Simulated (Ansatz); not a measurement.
All numbers below come from DFT PBE, scalar-relativistic, plane waves, PAW in Ansatz 0.2.0. All cells share a 420 eV cutoff and Γ-centred k meshes spaced at most about 0.3 Å⁻¹ (about 0.25 or finer for metals, 2π included). Collinear spin in cells that started with moments and kept them past the coarse steps, no spin elsewhere.

Temperature and zero-point effects are left out.

Compare these two cells of VMoS4, each relaxed at this level.

A. (no spin)

```
CELL_PARAMETERS angstrom
2.93113 0.00000 0.00000
0.00000 2.93113 0.00000
0.00000 0.00000 13.02815
ATOMIC_POSITIONS crystal
V 0.00000 0.00000 0.00000
Mo 0.50000 0.50000 0.50000
S 0.50000 0.50000 0.10770
S 0.00000 0.00000 0.61174
S 0.00000 0.00000 0.38826
S 0.50000 0.50000 0.89230
```

B. (site moments V 0.5 μB)

```
CELL_PARAMETERS angstrom
2.06987 -6.63200 0.00000
2.06987 6.63200 0.00000
0.00000 0.00000 4.13975
ATOMIC_POSITIONS crystal
V 0.00000 0.00000 0.00000
Mo 0.50000 0.50000 0.50000
S 0.60816 0.39184 0.00000
S 0.10819 0.89181 0.50000
S 0.89181 0.10819 0.50000
S 0.39184 0.60816 0.00000
```

Task: Which arrangement of the elements on these sites is preferred, and by what margin?

Result: They are level within the accuracy (3 meV/atom apart, with B the lower in these runs). The two share one framework of sites and differ in which element sits where. A has space group P4/mmm (No. 123), 18.7 Å³/atom and no gap on its mesh; B has space group Cmmm (No. 65), 18.9 Å³/atom and no gap. Counting S atoms around Mo and V (those within 1.25 times the shortest such distance or 1.15 times the sum of covalent radii, 1.27 where that leaves under three), A and B both have V 8, Mo 8. Their magnetic states differ too, which can make part of the margin. Both come from invented guesses.

The k mesh leaves some 4 meV/atom of noise in the energy of each metallic cell. No dispersion correction is applied, so the spacing and binding between layers, chains or molecules are poorly described (P4/mmm, Cmmm), and this can change margins and order among such cells. In P4/mmm an odd number of electrons in the primitive cell allows no gap without spin; a larger cell or a magnetic state could open one. No Hubbard U is applied to the 3d shell of V. The magnetic state reached may not be the lowest. Trial moments died out on the coarse mesh in P4/mmm; another magnetic start might hold. Cells relaxed within their symmetry can be saddle points.
